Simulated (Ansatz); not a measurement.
NbP (I4_1md), relaxed and computed with several functionals in Ansatz (plane waves, PAW).

| functional | a (Å) | c (Å) | V (Å³/atom) | ΔH_f (eV/atom) |
|---|---|---|---|---|
| PBE | 3.347 | 11.428 | 16.00 | -1.04 |
| r²SCAN | 3.340 | 11.450 | 15.96 | -1.11 |
| LDA | 3.304 | 11.230 | 15.32 | -1.12 |
| PBEsol | … | … | … | … |

Task: Fill in the missing entries.

Result: 
- PBEsol, a (Å): 3.320
- PBEsol, c (Å): 11.289
- PBEsol, V (Å³/atom): 15.56
- PBEsol, ΔH_f (eV/atom): -1.11

All cells were relaxed under the symmetry of their starts (and spin orders); stability against distortions was not tested throughout. Rows with no word on spin ran without spin polarisation. Spin–orbit coupling is left out wherever it is not named.

Potentials: the later of the program's two PAW sets.

Ansatz (a program for electronic structure) is a plane-wave DFT program.

Formation energies count from the lowest solids of the elements computed at the same level, not from gases.
